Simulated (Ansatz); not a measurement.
Generalised stacking fault of KBr (rock salt) on the {110} plane. The cell below holds the perfect crystal with the plane normal along z; tilting its third vector by the shift puts one fault into each cell, between planes 2.34 Å apart, at fixed cell height.

```xyz
6
Lattice="4.6727 0.0000 0.0000 0.0000 6.6082 0.0000 2.3364 3.3041 7.0091" Properties=species:S:1:pos:R:3 pbc="T T T"
Br     1.9470     2.7534     5.8409
Br     1.9470     2.7534     1.1682
Br     4.2833     6.0575     3.5045
K      1.9470     6.0575     5.8409
K      1.9470     6.0575     1.1682
K      4.2833     2.7534     3.5045
```

In-plane vectors a = (4.673, 0.000) Å, b = (0.000, 6.608) Å, area 30.88 Å². The shift is s times the vector b (length 6.608 Å), so s = 1 restores the start. The shift is rigid: no atom relaxes. γ = [E(shift) − E(0)] / area.

Level of theory: r2SCAN (plane waves to 500 eV, PAW, scalar-relativistic; Ansatz, a program for electronic structure). k mesh 6×6×6 (Γ-centred), Fermi-Dirac smearing 0.05 eV. Energies are extrapolated to zero smearing. Faults lie only 7.0 Å apart, and holding the cell height and the atoms raises γ above its relaxed value. KBr was relaxed with its symmetry unable to fall. γ is measured from zero shift.

| s | γ (mJ/m²) |
|---|---|
| 0.000 | 0 |
| 0.083 | 44 |
| 0.167 | 187 |
| 0.250 | 440 |
| 0.333 | 764 |
| 0.417 | withheld |
| 0.500 | 1181 |
| 0.583 | withheld |
| 0.667 | 764 |
| 0.750 | 440 |
| 0.833 | 187 |
| 0.917 | 44 |

Question: Fit a Fourier form (three harmonics of 1 − cos and sin) to the given rows and predict γ at s = 0.583.

Answer: Least squares on the 10 given rows: γ = (586.0)·[1 − cos(2πs)] + (-75.9)·[1 − cos(4πs)] + (4.2)·[1 − cos(6πs)], in mJ/m²; root-mean-square residual 1.0 mJ/m². At 0.583 the fit gives 1060 mJ/m²; the calculation gives 1058 mJ/m², so the interpolation is off by 2 (+0.2 %). 

(The slope of γ gives the shear force per area between the displaced halves; near zero shift its curvature is an elastic stiffness.)
